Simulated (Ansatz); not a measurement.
Ti in space group P6/mmm (No. 191; Ti on 1a, Ti on 2d) under volume change, DFT-LDA in the program Ansatz with PAW potentials, shape and atoms relaxed at each volume.

```csv
V (Å³/atom),E − E(relaxed) (meV/atom),P (GPa)
14.418,…,…
14.894,24.9,8.80
15.369,5.9,4.10
15.844,0.0,0.00
16.320,5.4,-3.59
16.795,20.8,-6.72
17.270,…,…
```

Q: Complete the blanks.

A: 
- 14.418, E − E(relaxed) (meV/atom): 58.8
- 14.418, P (GPa): 14.18
- 17.270, E − E(relaxed) (meV/atom): 44.9
- 17.270, P (GPa): -9.46

Q: What does a third-order Birch–Murnaghan fit give for V₀, B₀ and B′?

A: V₀ = 15.84 Å³/atom, B₀ = 128 GPa, B′ = 3.5.

This is a known high-pressure phase of the composition, computed here at zero pressure and temperature. The LDA relaxation kept the symmetry of its start; of distortions, only those at the zone centre were tested. No spin polarisation was allowed.

Potentials: the earlier of the program's two PAW sets.
